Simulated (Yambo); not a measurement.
Li2O: lowest vertical excitons

```xyz
3
Lattice="0.0000 2.2883 2.2883 2.2883 0.0000 2.2883 2.2883 2.2883 0.0000" Properties=species:S:1:pos:R:3 pbc="T T T"
Li     3.4324     3.4324     3.4324
Li     1.1441     1.1441     1.1441
O      0.0000     0.0000     0.0000
```

Cell and atoms were relaxed with PBEsol from Materials Project entry mp-1960, within its symmetry.

BSE in Yambo on PBEsol (Quantum ESPRESSO, PseudoDojo norm-conserving, 84 Ry, no spin-orbit coupling) bands: 10×10×10 mesh, 3 valence and 1 conduction bands, static screening with 15 bands and a 4 Ry block, scissor 2.72 eV, Tamm-Dancoff; field along x.

| state | energy (eV) | states within 2 meV | relative strength | class | main transitions |
|---|---|---|---|---|---|
| 1 | 7.23 | 3 | 1.00 | strong | several band pairs |
| 2 | 7.74 | 3 | 0.21 | strong | several band pairs |
| 3 | 7.84 | 3 | < 0.01 | dark | several band pairs |
| 4 | 7.86 | 2 | < 0.01 | dark | several band pairs |
| 5 | 7.95 | 3 | < 0.01 | dark | several band pairs |
| 6 | 8.01 | 5 | < 0.01 | dark | several band pairs |
| 7 | 8.06 | 3 | 0.74 | strong | several band pairs |

These are vertical excitations (zero momentum); the indirect quasiparticle gap, about 7.58 eV, is smaller than the direct one (8.10 eV on the GW mesh). The direct quasiparticle gap on this mesh is 8.10 eV; counted from there, state 1 is bound by 0.87 eV. On a 6×6×6 mesh the same difference is 0.98 eV, so it isn't converged.

Spin singlets only. Strengths are relative to the strongest of the lowest states of this run; strong means a line over 3 % of the spectrum's maximum, dark under 0.03 %. Absolute energies carry the error of the G0W0 scissor, whose convergence isn't established.
